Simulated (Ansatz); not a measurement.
**Property card for IrO3**

IrO3:
```cif
data_IrO3
_chemical_formula_sum 'Ir1 O3'
_space_group_name_H-M_alt 'Pm-3m'
_space_group_IT_number 221
_space_group_name_Hall '-P 4 2 3'
_cell_length_a 3.70999
_cell_length_b 3.70999
_cell_length_c 3.70999
_cell_angle_alpha 90.000
_cell_angle_beta 90.000
_cell_angle_gamma 90.000
loop_
_atom_site_label
_atom_site_type_symbol
_atom_site_symmetry_multiplicity
_atom_site_Wyckoff_symbol
_atom_site_fract_x
_atom_site_fract_y
_atom_site_fract_z
_atom_site_occupancy
Ir1 Ir 1 b 0.50000 0.50000 0.50000 1
O1 O 3 c 0.00000 0.50000 0.50000 1
```

Space group Pm-3m (No. 221), ReO3 type; conventional cell a = 3.710 Å, b = 3.710 Å, c = 3.710 Å, α = 90.00°, β = 90.00°, γ = 90.00°.

Method: plane-wave PAW LDA (Ansatz code). Geometry: relaxed at this level of theory. Other levels are named where they apply.

### Cell and energy

| Item | Value |
|---|---|
| Volume per atom | 12.77 Å³ |
| Density | 7.81 g/cm³ |
| Formation energy from the elements (no fitted shifts) | -46 kJ/mol of atoms |

### Electronic structure

| Quantity | Result |
|---|---|
| Electronic character | metallic (no gap) |
| Density of states at the Fermi level | 0.65 states/eV per atom (mean over ±0.08 eV) |

### Mechanics

| Item | Value |
|---|---|
| Bulk modulus (Birch–Murnaghan fit) | 237 GPa |
| Pressure derivative B′ | 5.2 |
| Elastic constants (relaxed ions, GPa) | C11 = 566, C12 = 71.6, C44 = 63.0 |
| Mechanical stability | stable (all eigenvalues of C positive) |
| Hill bulk and shear moduli | 237 and 113 GPa |
| Young's modulus | 293 GPa |
| Poisson's ratio | 0.29 |
| Debye temperature from the elastic constants | 541 K |

### Phonons

| Item | Result |
|---|---|
| Highest zone-centre frequency | 785 cm⁻¹ |
| Zone-centre stability | no imaginary mode at Γ |

The first step of the workflow began from a Materials Project structure, measured or hypothetical; the Crystallography Open Database copy checked does not list it. Its standing as an ambient phase is unchecked. The LDA relaxation kept the symmetry of its start. The run is not spin-polarised. With an odd number of electrons in the cell and no spin polarisation, the count alone makes it a metal. As this level gives no gap, shear constants depend on the k-mesh and smearing (Fermi–Dirac, 0.1 eV here). As this level gives no gap, phonon frequencies hold no LO–TO term and depend on the k-mesh and smearing (Fermi–Dirac, 0.1 eV here). The references are the lowest solids computed at this level, not always the standard phases (solids in place of the gases). Scalar-relativistic: spin–orbit coupling is off unless named, which matters more the heavier the elements.

Potentials: the later of the program's two PAW sets.
